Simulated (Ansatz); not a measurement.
Sn (hcp (Mg type), P6_3/mmc) at seven volumes, PBE in the plane-wave PAW code Ansatz, shape and atoms relaxed at each. One row is withheld.

```json
[
 {"V (Å³/atom)": "25.203", "P (GPa)": "5.58"},
 {"V (Å³/atom)": "26.033", "P (GPa)": "3.42"},
 {"V (Å³/atom)": "26.864", "P (GPa)": "?"},
 {"V (Å³/atom)": "27.695", "P (GPa)": "0.00"},
 {"V (Å³/atom)": "28.526", "P (GPa)": "-1.26"},
 {"V (Å³/atom)": "29.357", "P (GPa)": "-2.33"},
 {"V (Å³/atom)": "30.188", "P (GPa)": "-3.22"}
]
```

### Question
Fit the shown pressures and predict the withheld one.

### Answer
P = (3/2)B₀(x^(7/2) − x^(5/2))[1 + (3/4)(B′ − 4)(x − 1)] with x = (V₀/V)^(2/3). Least squares on the six rows gives V₀ = 27.707 Å³/atom, B₀ = 46.6 GPa, B′ = 5.00. At V = 26.864, x = 1.0208 and P = 1.56 GPa. The run itself gave 1.55 GPa.

The start of the workflow was typed in or built on a structure type; neither database checked (COD, Materials Project) lists it. It is not the phase usual at ambient conditions (space group No. 141). The PBE relaxation kept the symmetry of its start; its stability against distortions is not shown here. Scalar-relativistic: spin–orbit coupling is off unless named, which matters more the heavier the elements.

Potentials: the earlier of the program's two PAW sets.
